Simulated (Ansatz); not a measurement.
(001) slab cut from the bulk of LiMgBN2, 15 Å of vacuum:

```xyz
14
Lattice="3.7792 0.0000 0.0000 0.0000 3.7792 0.0000 0.0000 0.0000 25.5871" Properties=species:S:1:pos:R:3 pbc="T T T"
N     1.8896    1.8896    7.5000
Li    0.0000    1.8896    8.3694
Mg    1.8896    0.0000    8.3694
N     0.0000    0.0000    9.2388
B     0.0000    0.0000   10.5815
N     0.0000    0.0000   11.9241
Li    1.8896    0.0000   12.7935
Mg    0.0000    1.8896   12.7935
N     1.8896    1.8896   13.6629
B     1.8896    1.8896   15.0056
N     1.8896    1.8896   16.3482
Li    0.0000    1.8896   17.2176
Mg    1.8896    0.0000   17.2176
N     0.0000    0.0000   18.0871
```

All numbers below come from Ansatz, DFT PBEsol, scalar-relativistic, plane waves, PAW. Settings: cutoff 420 eV, Γ-centred mesh 7×7×1 on the computed 14-atom cell, Gaussian smearing of 0.05 eV; no spin polarisation. The cell repeats along c with a dipole correction in the vacuum.

This base run converges in 17 iterations with a largest force of 1.335 eV/Å and a work function of 6.94 eV on the top face.

One setting at a time is then changed, some of them on purpose to poor values; changes count from the base run, energies are extrapolated to zero smearing, atoms stay where they are, and risky runs are capped at 50 to 100 iterations. The slab isn't stoichiometric (Li3Mg3B2N6). The base run carries 0.00 μB a cell. Where the moment changes much, the run ended in another magnetic state, and its other changes belong to that and not to the setting alone.

(1) What happens with k mesh 3×3×1?

(2) What happens with occupations methfessel-paxton 0.2 eV?

(3) What happens with k mesh 1×7×1?

(4) What happens with cutoff 550 eV?

(5) What happens with vacuum of 22 Å?

Spin polarisation was left out for Li3Mg3B2N6 (a zero moment there is imposed), and a magnetic state may lie lower. In some of the runs (cutoff 120) charge leaks into the vacuum, so their work functions can be off. Semilocal functionals without U can misjudge the magnetic state of such a slab.

Answers

(1) It converges in 18 iterations; ΔE (meV/atom) +6.8, Δφ top (eV) -0.09, largest force (eV/Å) 1.523, largest change of a force (eV/Å) 0.187, moment (μB a cell) 0.00.

(2) It converges in 13 iterations; ΔE (meV/atom) -0.9, Δφ top (eV) +0.02, largest force (eV/Å) 1.314, largest change of a force (eV/Å) 0.022, moment (μB a cell) 0.00.

(3) It converges in 29 iterations; ΔE (meV/atom) +257.8, Δφ top (eV) -0.06, largest force (eV/Å) 2.389, largest change of a force (eV/Å) 1.054, moment (μB a cell) 0.00.

(4) It converges in 16 iterations; ΔE (meV/atom) -2.3, Δφ top (eV) 0.00, largest force (eV/Å) 1.335, largest change of a force (eV/Å) 0.002, moment (μB a cell) 0.00.

(5) It converges in 16 iterations; ΔE (meV/atom) 0.0, Δφ top (eV) 0.00, largest force (eV/Å) 1.335, largest change of a force (eV/Å) 0.000, moment (μB a cell) 0.00.